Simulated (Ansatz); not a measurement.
Relaxed-ion elastic tensor of CdI2 in space group P-3m1 (No. 164; Pearson symbol hP12) in GPa (Voigt order), the program Ansatz at the LDA level (PAW); density 6.09 g/cm³, 33.31 Å³ per atom.

|  | 1 | 2 | 3 | 4 | 5 | 6 |
|---|---|---|---|---|---|---|
| 1 | 48.2 | 18.5 | 10.3 | 0.0 | 0.0 | 0.0 |
| 2 | 18.5 | 48.2 | 10.3 | 0.0 | 0.0 | 0.0 |
| 3 | 10.3 | 10.3 | 24.4 | 0.0 | 0.0 | 0.0 |
| 4 | 0.0 | 0.0 | 0.0 | 6.5 | 0.0 | 0.0 |
| 5 | 0.0 | 0.0 | 0.0 | 0.0 | 6.5 | 0.0 |
| 6 | 0.0 | 0.0 | 0.0 | 0.0 | 0.0 | 14.9 |

Problem. Is the crystal mechanically stable?

Solution. Yes: the smallest eigenvalue of C is 6.5 GPa.

Problem. Work out the Voigt, Reuss and Hill averages.

Solution. K_V = 22.1, K_R = 19.1, K_H = 20.6; G_V = 11.0, G_R = 9.3, G_H = 10.1 GPa.

Problem. Give Young's modulus, Poisson's ratio, Pugh's ratio and the universal anisotropy index.

Solution. E = 9KG/(3K + G) = 26.1 GPa; ν = 0.29; K/G = 2.03 (ductile by the Pugh limit of 1.75); A_U = 5G_V/G_R + K_V/K_R − 6 = 1.08.

Problem. Estimate the sound speeds and the Debye temperature.

Solution. v_l = √((K + 4G/3)/ρ) = 2370 m/s, v_t = √(G/ρ) = 1290 m/s, mean 1440 m/s; Θ = (h/k)(3n/4πV)^(1/3) v_m = 133 K.

Problem. How much does each axis shrink under pressure?

Solution. Linear compressibilities β_i = Σ_j S_ij (j = 1 to 3): x 9.9, y 9.9, z 33 per TPa.

The first step of the workflow began from a Materials Project structure, measured or hypothetical; the Crystallography Open Database files this formula in space group No. 164, but the cells were not matched. Its standing as an ambient phase is unchecked. Symmetry was held in the LDA relaxation; whether a distortion lowers the energy is not shown. A crystal of weakly bound layers computed without a dispersion correction: the cell and the soft elastic constants depend strongly on that. Scalar-relativistic: spin–orbit coupling is off unless named, which matters more the heavier the elements.

Potentials: the later of the program's two PAW sets.
